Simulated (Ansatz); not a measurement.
These are results of Ansatz, DFT PBE, scalar-relativistic, plane waves, PAW, not measurements. Settings: cutoff 420 eV, Γ-centred meshes spaced at most about 0.3 Å⁻¹, and about 0.25 Å⁻¹ or finer for metals (2π included), Gaussian smearing. Collinear spin in cells that started with moments and kept them past the coarse steps, no spin elsewhere.

Each of these unrelaxed guesses is relaxed in cell and atoms within its symmetry. A guess keeps its type if space group and coordination stay and the shape of the cell changes little (axis ratios within about 15 %, angles within 6°); the volume may change.

1. V3F (collinear spin from parallel moments)

```cif
data_structure
_symmetry_space_group_name_H-M 'Fm-3m'
_symmetry_Int_Tables_number 225
_cell_length_a 6.4199
_cell_length_b 6.4199
_cell_length_c 6.4199
_cell_angle_alpha 90.000
_cell_angle_beta 90.000
_cell_angle_gamma 90.000
_cell_volume 264.59
loop_
_atom_site_label
_atom_site_type_symbol
_atom_site_symmetry_multiplicity
_atom_site_Wyckoff_symbol
_atom_site_fract_x
_atom_site_fract_y
_atom_site_fract_z
_atom_site_occupancy
V1 V 4 b 0.50000 0.00000 0.00000 1
V2 V 8 c 0.25000 0.75000 0.75000 1
F1 F 4 a 0.00000 0.00000 0.00000 1
```

2. AlB2As3

```cif
data_structure
_symmetry_space_group_name_H-M 'Cmmm'
_symmetry_Int_Tables_number 65
_cell_length_a 5.2425
_cell_length_b 9.4698
_cell_length_c 4.3749
_cell_angle_alpha 90.000
_cell_angle_beta 90.000
_cell_angle_gamma 90.000
_cell_volume 217.19
loop_
_atom_site_label
_atom_site_type_symbol
_atom_site_symmetry_multiplicity
_atom_site_Wyckoff_symbol
_atom_site_fract_x
_atom_site_fract_y
_atom_site_fract_z
_atom_site_occupancy
Al1 Al 2 a 0.00000 0.00000 0.00000 1
B1 B 4 f 0.75000 0.25000 0.50000 1
As1 As 2 c 0.50000 0.00000 0.50000 1
As2 As 4 i 0.00000 0.33212 0.00000 1
```

3. TiAl5 (collinear spin from parallel moments)

```cif
data_structure
_symmetry_space_group_name_H-M 'P6/mmm'
_symmetry_Int_Tables_number 191
_cell_length_a 5.1003
_cell_length_b 5.1003
_cell_length_c 4.3105
_cell_angle_alpha 90.000
_cell_angle_beta 90.000
_cell_angle_gamma 120.000
_cell_volume 97.11
loop_
_atom_site_label
_atom_site_type_symbol
_atom_site_symmetry_multiplicity
_atom_site_Wyckoff_symbol
_atom_site_fract_x
_atom_site_fract_y
_atom_site_fract_z
_atom_site_occupancy
Ti1 Ti 1 a 0.00000 0.00000 0.00000 1
Al1 Al 3 g 0.50000 0.00000 0.50000 1
Al2 Al 2 c 0.33333 0.66667 0.00000 1
```

**Question.** Which keep their type?

**Answer.** Guesses 1 and 3 keep their type.

```tsv
guess	kept	start group	end group	V start (Å³/atom)	V end	b/a and c/a, end over start	nearest neighbours start	nearest neighbours end
1	yes	Fm-3m	Fm-3m	16.5	12.9	1.00, 1.00	F 8, V 8	F 8, V 8
2	no	Cmmm	Cmmm	18.1	16.0	2.43, 1.49	Al 18, As 8/10, B 8	Al 8, As 8, B 2
3	yes	P6/mmm	P6/mmm	16.2	17.5	1.00, 1.02	Al 8/12, Ti 18	Al 8/12, Ti 18
```

Neighbours count within 15 % of an atom's shortest distance; end groups are read at 0.02 Å (0.05 Å in metals).

Weakly bound directions are ill-defined at this level, which has no dispersion term (AlB2As3 Cmmm). No Hubbard U is applied to the 3d shell of V. The magnetic state reached may not be the lowest. Trial moments died out on the coarse mesh in V3F Fm-3m; another magnetic start might hold. Cells relaxed within their symmetry can be saddle points.

In counts of neighbours, a slash parts the counts of unlike sites.
